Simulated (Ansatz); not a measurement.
GeSb$_{2}$Te$_{4}$:
```
GeSb2Te4
1.0
    2.13103     1.23035    13.87108
   -2.13103     1.23035    13.87108
    0.00000    -2.46070    13.87108
Ge Sb Te
1 2 4
Direct
  0.00000   0.00000   0.00000
  0.42197   0.42197   0.42197
  0.57803   0.57803   0.57803
  0.12947   0.12947   0.12947
  0.87053   0.87053   0.87053
  0.29296   0.29296   0.29296
  0.70704   0.70704   0.70704
```

Relaxed with r²SCAN+D4.

### Question
Map the electron localisation function on the plane through (0.000, 0.000, 0.000) spanned by u = [1, 0, 0] and v = [-1, 1, 1] in lattice vectors, from DFT-r²SCAN+D4 in the program Ansatz with PAW potentials.

### Answer
x is the fraction of u, y of v (the angle between them is 30°; rows are the nearest grid lines); atoms in the plane: Ge at (0.00, 0.00), Sb at (0.84, 0.42), Sb at (0.16, 0.58), Te at (0.26, 0.13), Te at (0.74, 0.87), Te at (0.59, 0.29), Te at (0.41, 0.71).
```
y \ x   0.000  0.100  0.175  0.275  0.375  0.450  0.550  0.625  0.725  0.825  0.900   1.00
------  -----  -----  -----  -----  -----  -----  -----  -----  -----  -----  -----  -----
1.00    0.947  0.262  0.044  0.296  0.492  0.682  0.682  0.492  0.296  0.044  0.262  0.947
0.925   0.412  0.367  0.373  0.231  0.242  0.567  0.059  0.616  0.220  0.147  0.020  0.412
0.850   0.048  0.403  0.456  0.560  0.362  0.049  0.048  0.157  0.133  0.443  0.138  0.048
0.775   0.339  0.059  0.093  0.622  0.206  0.575  0.019  0.023  0.580  0.353  0.649  0.339
0.700   0.405  0.443  0.055  0.056  0.276  0.044  0.214  0.047  0.034  0.606  0.661  0.405
0.625   0.309  0.011  0.402  0.025  0.275  0.442  0.566  0.274  0.150  0.029  0.132  0.309
0.550   0.023  0.312  0.000  0.438  0.142  0.102  0.595  0.517  0.364  0.173  0.024  0.023
0.450   0.023  0.024  0.173  0.364  0.517  0.595  0.102  0.142  0.438  0.000  0.312  0.023
0.375   0.309  0.132  0.029  0.150  0.274  0.566  0.442  0.275  0.025  0.402  0.011  0.309
0.300   0.405  0.661  0.606  0.034  0.047  0.214  0.044  0.276  0.056  0.055  0.443  0.405
0.225   0.339  0.649  0.353  0.580  0.023  0.019  0.575  0.206  0.622  0.093  0.059  0.339
0.150   0.048  0.138  0.443  0.133  0.157  0.048  0.049  0.362  0.560  0.456  0.403  0.048
0.0750  0.412  0.020  0.147  0.220  0.616  0.059  0.567  0.242  0.231  0.373  0.367  0.412
0.000   0.947  0.262  0.044  0.296  0.492  0.682  0.682  0.492  0.296  0.044  0.262  0.947
```

The density is the valence pseudo-density with augmentation charge, so density and ELF within about 1 Å of a nucleus are not all-electron values.

Space group R-3m. The cell was relaxed with r²SCAN+D4 under the symmetry of its start. Scalar-relativistic: spin–orbit coupling is off unless named, which matters more the heavier the elements.

Potentials: the later of the program's two PAW sets.
